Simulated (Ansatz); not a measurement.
LiCl:
```yaml
crystal:
  lattice:
    - [0.00000, 2.57510, 2.57510]
    - [2.57510, 0.00000, 2.57510]
    - [2.57510, 2.57510, 0.00000]
  atoms:
    - { symbol: Li, position: [0.00000, 0.00000, 0.00000] }
    - { symbol: Cl, position: [0.50000, 0.50000, 0.50000] }
```

Relaxed with DFT-PBE in the program Ansatz with PAW potentials. Indices refer to the conventional cell of Fm-3m, a = b = c = 5.150 Å, α = β = γ = 90.00°.

Task: Simulate the powder diffraction pattern (Fe Kα, λ = 1.93735 Å; lines above 1 %) up to 2θ = 90°.

Result: Simulated powder pattern, Fe Kα, λ = 1.93735 Å (kinematic, ideal powder, no thermal factors, no anomalous dispersion; the 30 strongest lines at most, above 1 %, up to 2θ = 90°):

```tsv
2θ (°)	d (Å)	I/Imax (%)	hkl
38.02	2.973	100	(111)
44.19	2.575	84	(200)
64.28	1.821	50	(220)
77.19	1.553	31	(311)
81.32	1.487	17	(222)
```

The cell was relaxed with PBE under the symmetry of its start.

Potentials: the earlier of the program's two PAW sets.
